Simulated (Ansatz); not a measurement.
ReW (CsCl type, Pm-3m), r²SCAN in the plane-wave PAW code Ansatz, all energies at zero smearing, with the estimated change up to a 700 eV cutoff added, with one set of potentials and settings (totals compare only within such a set). Cell of 2 atoms (1 W, 1 Re): -21277.986 eV.

```tsv
element	reference phase	E (eV/atom)
W	Im-3m, 1 atoms in the cell	-10397.2967
Re	P6_3/mmc, 4 atoms in the cell	-10880.8169
```

Formation energy per atom, worked out: (-21277.986 − 1×(-10397.2967) − 1×(-10880.8169))/2 = 0.064 eV/atom (6 kJ per mol of atoms), at 0 K, without zero-point energy or fitted corrections.

The cell is a constructed one: a structure type filled with these elements; neither database checked (COD, Materials Project) lists it. Its standing as an ambient phase is unchecked. Symmetry was held in the r²SCAN relaxation; its stability against distortions is not shown here. No spin polarisation was allowed. The references are the lowest solids computed at this level, not always the standard phases. Spin–orbit coupling is left out wherever it is not named.

Potentials: the later of the program's two PAW sets.
